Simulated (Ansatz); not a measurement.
This cell of BN (wurtzite) is off equilibrium:

```
CELL_PARAMETERS angstrom
      5.08665     0.00000     0.00000
     -1.27166     2.20258     0.00000
      0.00000     0.00000     4.20685
ATOMIC_POSITIONS crystal
  B  0.30610 0.30610 0.99934
  B  0.86057 0.36057 0.00046
  B  0.19390 0.69390 0.49934
  B  0.63943 0.63943 0.50046
  N  0.34326 0.34326 0.62522
  N  0.82341 0.32341 0.62538
  N  0.15674 0.65674 0.12522
  N  0.67659 0.67659 0.12538
```

All values below come from r2SCAN (plane waves to 500 eV, PAW, scalar-relativistic; Ansatz, a first-principles code). k mesh 15×15×8 (Γ-centred), Fermi-Dirac smearing 0.05 eV. Stress and pressure are positive under compression. BN was relaxed with its symmetry unable to fall. The PAW data are Ansatz's earlier set.

### Question
What forces act on the atoms (eV/Å, Cartesian)?

### Answer
| atom | Fx | Fy | Fz |
|---|---|---|---|
| B1 | 4.115 | 2.376 | -0.219 |
| B2 | -6.256 | -3.612 | -0.721 |
| B3 | -4.115 | -2.376 | -0.219 |
| B4 | 6.256 | 3.612 | -0.721 |
| N5 | -3.480 | -2.009 | 0.662 |
| N6 | 1.713 | 0.989 | 0.278 |
| N7 | 3.480 | 2.009 | 0.662 |
| N8 | -1.713 | -0.989 | 0.278 |

### Question
Give the stress tensor in GPa and the pressure.

### Answer
```
   12.9      5.1      0.0
    5.1      7.1      0.0
    0.0      0.0      3.1
```
The pressure, a third of the trace, is 7.7 GPa.

(For displaced atoms, the force is minus the slope of the energy, and its curvature is a force constant, which sets phonon frequencies.)
